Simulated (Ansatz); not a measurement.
Data:

TaW:
```xyz
2
Lattice="0.0000 2.6721 2.6721 2.6721 0.0000 2.6721 2.6721 2.6721 0.0000" Properties=species:S:1:pos:R:3 pbc="T T T"
Ta     0.0000     0.0000     0.0000
W      2.6721     2.6721     2.6721
```

This is the r²SCAN-relaxed structure.

### Question
All from r²SCAN in the plane-wave PAW code Ansatz, unless another level is named. Give the formation energy from the elements (no fitted shifts).

### Answer
1257 meV/atom.

### Question
What about the density of states at the Fermi level?

### Answer
0.35 states/eV per atom (mean over ±0.08 eV).

Space group Fm-3m (rock salt). The start of the workflow was typed in or built on a structure type; neither database checked (COD, Materials Project) lists it. Its standing as an ambient phase is unchecked. Symmetry was held in the r²SCAN relaxation. At this level the phase is mechanically unstable. The run is not spin-polarised. Its formation energy is positive at this level, so the cell may be metastable or incomplete. The references are the lowest solids computed at this level, not always the standard phases. Scalar-relativistic: spin–orbit coupling is off unless named, which matters more the heavier the elements.

Potentials: the earlier of the program's two PAW sets.
